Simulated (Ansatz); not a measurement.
Relaxed-ion elastic tensor of Mo (bcc (W type), Im-3m) in GPa (Voigt order), DFT-PBEsol in the program Ansatz with PAW potentials; density 10.40 g/cm³, 15.32 Å³ per atom.

```
496  173  173  0.0  0.0  0.0
173  496  173  0.0  0.0  0.0
173  173  496  0.0  0.0  0.0
0.0  0.0  0.0  107  0.0  0.0
0.0  0.0  0.0  0.0  107  0.0
0.0  0.0  0.0  0.0  0.0  107
```

Question: Is the crystal mechanically stable?

Answer: Yes: the smallest eigenvalue of C is 107 GPa.

Question: Work out the Voigt, Reuss and Hill averages.

Answer: K_V = 280, K_R = 280, K_H = 280; G_V = 129, G_R = 124, G_H = 127 GPa.

Question: Give Young's modulus, Poisson's ratio, Pugh's ratio and the universal anisotropy index.

Answer: E = 9KG/(3K + G) = 330 GPa; ν = 0.30; K/G = 2.21 (ductile by the Pugh limit of 1.75); A_U = 5G_V/G_R + K_V/K_R − 6 = 0.20.

Question: Estimate the sound speeds and the Debye temperature.

Answer: v_l = √((K + 4G/3)/ρ) = 6570 m/s, v_t = √(G/ρ) = 3490 m/s, mean 3900 m/s; Θ = (h/k)(3n/4πV)^(1/3) v_m = 467 K.

Question: Give the Zener ratio and Young's modulus along [100], [110] and [111].

Answer: A = 2C44/(C11 − C12) = 0.66; 1/E = S11 − 2(S11 − S12 − S44/2)Γ with Γ = 0, 1/4, 1/3 gives 407, 309, 286 GPa.

The cell was relaxed with PBEsol under the symmetry of its start. No spin polarisation was allowed. As this level gives no gap, shear constants depend on the k-mesh and smearing (Fermi–Dirac, 0.1 eV here).

Potentials: the later of the program's two PAW sets.
